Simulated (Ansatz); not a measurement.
Monolayer TiTe2 (1T, P-3m1 in the vacuum cell, 3 atoms) under equal strain ε along x and y, atoms relaxed, plane-wave PAW PBE (Ansatz code). Strained cells keep size and symmetry, so buckling is not allowed; words on stability below refer to the unstrained layer.

| ε (%) | tension xx (N/m) |
|---|---|
| -4 | -2.78 |
| -2 | -1.31 |
| 0 | 0.00 |
| 2 | ? |
| 4 | 1.92 |

Fit the shown tensions and predict the withheld one.

A parabola gives σ = -0.01 + 58.8ε + (-262)ε² N/m, whose slope estimates C11 + C12. At ε = 0.02 that is 1.06 N/m. The run itself gave 1.01 N/m.

The layer was cut from a bulk entry of the Materials Project (measured or hypothetical); whether that bulk phase is the ambient one, and whether the layer has been isolated, was not checked. Symmetry was held in the PBE relaxation; whether a distortion lowers the energy is not shown. No spin polarisation was allowed. Spin–orbit coupling is left out wherever it is not named.

Potentials: the later of the program's two PAW sets.
